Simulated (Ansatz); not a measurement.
Here is the system:

Fe3Ge (space group P6_3/mmc)

```xyz
8
Lattice="5.0560 0.0000 0.0000 -2.5280 4.3786 0.0000 0.0000 0.0000 4.1406" Properties=species:S:1:pos:R:3 pbc="T T T"
Fe     2.5280     2.9547     1.0351
Fe     0.0000     1.4239     3.1054
Fe    -1.2948     3.6666     3.1054
Fe     3.8228     0.7120     1.0351
Fe     1.2331     0.7120     1.0351
Fe     1.2948     3.6666     3.1054
Ge     0.0000     2.9191     1.0351
Ge     2.5280     1.4595     3.1054
```

E(V) scan at fixed shape, V₀ the volume above. The atoms relax within the cell's symmetry.

All values below come from PBEsol (plane waves to 420 eV, PAW, scalar-relativistic; Ansatz, a program for electronic structure). k mesh 11×11×11 (Γ-centred), Fermi-Dirac smearing 0.05 eV. The energy includes the smearing's −TS. Compression counts positive. The magnetic moment jumps within the scan, so the points may not all belong to one state, and nothing is fitted. Fe3Ge was relaxed with its symmetry unable to fall. Relaxed Fe3Ge ends ferromagnetic. Other magnetic orders were not checked, so this need not be the ground state. The zero of ΔE is the relaxed starting cell.

The scan covers V/V₀ from 0.840 to 1.160 in 11 points.

Task: What is ΔE at V/V₀ = 1.160?

Result: 132 meV/atom.

Task: What pressure does the cell carry at V/V₀ = 0.840?

Result: 43.2 GPa.

Task: What is ΔE at V/V₀ = 0.840?

Result: 207 meV/atom.

(Under strain, the slope of the energy per volume gives the stress and its curvature an elastic modulus.)
